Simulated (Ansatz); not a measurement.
Fe8N in space group I4/mmm (No. 139; Fe on 4d, Fe on 4e, Fe on 8h, N on 2a) at seven volumes, plane-wave PAW r²SCAN (Ansatz code), shape and atoms relaxed at each. One row is withheld.

```csv
V (Å³/atom),P (GPa)
10.201,21.70
10.537,13.09
10.874,6.12
11.210,0.01
11.546,-5.47
11.883,-9.92
12.219,?
```

Task: Fit the shown pressures and predict the withheld one.

Result: P = (3/2)B₀(x^(7/2) − x^(5/2))[1 + (3/4)(B′ − 4)(x − 1)] with x = (V₀/V)^(2/3). Least squares on the six rows gives V₀ = 11.204 Å³/atom, B₀ = 190 GPa, B′ = 4.09. At V = 12.219, x = 0.9438 and P = -13.80 GPa. The run itself gave -13.36 GPa.

The first step of the workflow began from a Materials Project structure, measured or hypothetical; the Crystallography Open Database copy checked does not list it. Its standing as an ambient phase is unchecked. Symmetry was held in the r²SCAN relaxation; its stability against distortions is not shown here. Magnetic state: ferromagnetic, chosen from 3 collinear starts compared on coarse meshes (ties went to the first, and starts can fall back to one state), not a proven ground state. Other orbital occupations within this spin state were not tried. No Hubbard U is applied.

Potentials: the later of the program's two PAW sets.
